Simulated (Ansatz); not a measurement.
SnS:
```yaml
crystal:
  lattice:
    - [10.98688, 0.00000, 0.00000]
    - [0.00000, 3.95239, 0.00000]
    - [0.00000, 0.00000, 4.18742]
  atoms:
    - { symbol: Sn, position: [0.61796, 0.25000, 0.39017] }
    - { symbol: Sn, position: [0.38204, 0.75000, 0.60983] }
    - { symbol: Sn, position: [0.88204, 0.75000, 0.89017] }
    - { symbol: Sn, position: [0.11796, 0.25000, 0.10983] }
    - { symbol: S, position: [0.35385, 0.25000, 0.02627] }
    - { symbol: S, position: [0.64615, 0.75000, 0.97373] }
    - { symbol: S, position: [0.14615, 0.75000, 0.52627] }
    - { symbol: S, position: [0.85385, 0.25000, 0.47373] }
```

Relaxed with LDA. Special points in fractions of this cell's reciprocal vectors: Γ (0.000, 0.000, 0.000); X (0.500, 0.000, 0.000); S (0.500, 0.500, 0.000); Y (0.000, 0.500, 0.000); Z (0.000, 0.000, 0.500); U (0.500, 0.000, 0.500); R (0.500, 0.500, 0.500); T (0.000, 0.500, 0.500).

Task: List the band energies nearest the valence-band maximum at these points for DFT-LDA in the program Ansatz with PAW potentials.

Result: In eV from the valence-band maximum; about four levels below and three above (degenerate sets whole), none deeper than 8.9 eV; points with the same levels are listed once.

```json
[
 {"k": "Γ", "below": "-2.15 -1.44 -0.96 -0.83", "above": "0.54 2.82 2.87"},
 {"k": "X", "below": "-2.42 -2.42 -0.86 -0.86", "above": "2.48 2.48 2.64 2.64"},
 {"k": "S", "below": "-1.15 -1.15 -1.15 -1.15", "above": "1.45 1.45 1.45 1.45"},
 {"k": "Y", "below": "-1.19 -1.19 -0.90 -0.90", "above": "0.93 0.93 1.62 1.62"},
 {"k": "Z", "below": "-1.10 -1.10 -0.22 -0.22", "above": "1.27 1.27 1.64 1.64"},
 {"k": "U", "below": "-0.85 -0.85 -0.11 -0.11", "above": "1.12 1.12 1.69 1.69"},
 {"k": "R", "below": "-1.94 -1.94 -1.94 -1.94", "above": "2.39 2.39 2.39 2.39"},
 {"k": "T", "below": "-2.79 -2.79 -1.76 -1.76", "above": "2.60 2.60 2.90 2.90"}
]
```

Space group Pnma. The cell was relaxed with LDA under the symmetry of its start. A crystal of weakly bound layers computed without a dispersion correction: the cell and the soft elastic constants depend strongly on that. Spin–orbit coupling is left out wherever it is not named.

Potentials: the earlier of the program's two PAW sets. The files were generated under PBE; for other functionals the program regenerates the frozen cores, and for LDA and PBEsol the local potential too.
